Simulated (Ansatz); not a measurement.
# Piezoelectric tensor of MgZn5S6

Method: DFT PBE, scalar-relativistic, plane waves, PAW (Ansatz). Cutoff 420 eV, 6×6×4 k-points (Γ-centred), fixed occupations. No spin polarisation.

Relaxed structure:
```
Mg Zn S
1.0
     6.71934    0.00000    0.00000
    -3.35967    5.81912    0.00000
     0.00000    0.00000    6.34162
Mg Zn S
1 5 6
Direct
  0.00000 0.00000 0.50381
  0.33679 0.33679 0.00522
  0.00000 0.66321 0.00522
  0.66321 0.00000 0.00522
  0.66667 0.33333 0.50483
  0.33333 0.66667 0.50483
  0.34435 0.34435 0.37731
  0.00000 0.65565 0.37731
  0.65565 0.00000 0.37731
  0.66667 0.33333 0.87813
  0.33333 0.66667 0.87813
  0.00000 0.00000 0.89270
```

It was reached by relaxing an invented guess, and it needn't be the stable form of this composition.

(1) Give the relaxed-ion proper piezoelectric stress tensor e_iJ (C/m², Voigt columns xx yy zz yz xz xy).

(2) With the elastic constants (GPa, Voigt order)
```
107.8  50.4  39.5   0.0   0.1   0.0
 50.4 107.8  39.5   0.0  -0.1   0.0
 39.5  39.5 124.1   0.0   0.0   0.0
  0.0   0.0   0.0  25.3   0.0  -0.1
  0.1  -0.1   0.0   0.0  25.3   0.0
  0.0   0.0   0.0  -0.1   0.0  28.7
```
find the strain coefficients d = e·C⁻¹ (pC/N).

## Answers

(1)
```
x   -0.067  0.067  0.000  0.000 -0.089  0.000
y    0.000  0.000  0.000 -0.089  0.000  0.067
z   -0.127 -0.127  0.168  0.000  0.000  0.000
```
Signs follow the orientation of the cell as given.

(2)
```
x   -1.16  1.16  0.00  0.00 -3.52  0.00
y    0.00  0.00  0.00 -3.52  0.00  2.32
z   -1.36 -1.36  2.22  0.00  0.00  0.00
```
